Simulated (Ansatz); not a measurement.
Question: Name crystals whose computed values (LDA in the plane-wave PAW code Ansatz) fall in these windows: G_Hill (GPa) 18 to 25; Θ_D (K) 180 to 240; B₀ by P(V) fit (GPa) 87 to 110.

Answer: 

| crystal | G_Hill (GPa) | Θ_D (K) | B₀ by P(V) fit (GPa) |
|---|---|---|---|
| InCu, NiAs type | 20.7 | 203 | 95.3 |
| LaN, P6_3mc (La on 2b, N on 2b) | 19.5 | 219 | 94.7 |
Others may fit too.

Standing as an ambient phase not checked: InCu, NiAs type; LaN, P6_3mc (La on 2b, N on 2b). All cells were relaxed under the symmetry of their starts (and spin orders); stability against distortions was not tested throughout. Rows with no word on spin ran without spin polarisation. Spin–orbit coupling is left out wherever it is not named.

Potentials: the later of the program's two PAW sets.
